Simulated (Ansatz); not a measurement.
The start is a relaxed GaP cell deformed by the Cartesian strain tensor (xx, yy, zz, yz, xz, xy) = (-0.159, -0.092, 0.112, -0.026, 0.045, -0.049). The structure is fully relaxed (lattice and positions, P = 0) with PBE (plane waves to 420 eV, PAW, scalar-relativistic; Ansatz, a first-principles code). The first steps use a coarse 8×7×8 k-mesh.

Starting cell:
```
GaP
1.0
   -0.00964     2.42834     2.99000
    2.44073    -0.20649     3.18686
    2.18055     2.36502     0.05369
P Ga
1 1
Direct
  0.75000   0.75000   0.75000
  0.00000   0.00000   0.00000
```

- Initial pressure: +18.8 GPa (positive: the cell is compressed)
- Energy released: 0.51 eV/atom
- Volume change: +18.5 %, from 17.62 to 20.87 Å³/atom
- Shortest distances (start → end): The closest pairs of elements (up to four, under 3.6 Å), start → end: Ga–P 2.19 → 2.38 Å; P–P 3.22 → 3.89 Å; Ga–Ga 3.22 → 3.89 Å
- Band gap at the end: 1.58 eV, direct at Γ (no spin-orbit coupling)
- Optimiser moves: 11

It ends as:

```cif
data_Ga4P4
_chemical_formula_sum 'P4 Ga4'
_space_group_name_H-M_alt 'F-43m'
_space_group_IT_number 216
_space_group_name_Hall 'F -4 2 3'
_cell_length_a 5.50652
_cell_length_b 5.50652
_cell_length_c 5.50652
_cell_angle_alpha 90.000
_cell_angle_beta 90.000
_cell_angle_gamma 90.000
loop_
_atom_site_label
_atom_site_type_symbol
_atom_site_symmetry_multiplicity
_atom_site_Wyckoff_symbol
_atom_site_fract_x
_atom_site_fract_y
_atom_site_fract_z
_atom_site_occupancy
P1 P 4 c 0.25000 0.25000 0.25000 1
Ga1 Ga 4 a 0.00000 0.00000 0.00000 1
```
(The calculation used a cell of 2 atoms; values per cell refer to that cell.)

Final values are on a 10×10×10 k-mesh of the relaxed cell. No spin polarisation in the result.
